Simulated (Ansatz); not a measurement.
With plane-wave PAW r²SCAN (Ansatz code), Ga in the α-Ga structure (Cmce) relaxes to a = 4.474 Å, b = 7.597 Å, c = 4.526 Å.

Electronic character: metallic (no gap).

The cell was relaxed with r²SCAN under the symmetry of its start. Axis ratios of metals converge slowly with the k-mesh, so a and c are less sure than the volume. Scalar-relativistic: spin–orbit coupling is off unless named, which matters more the heavier the elements.

Potentials: the earlier of the program's two PAW sets.
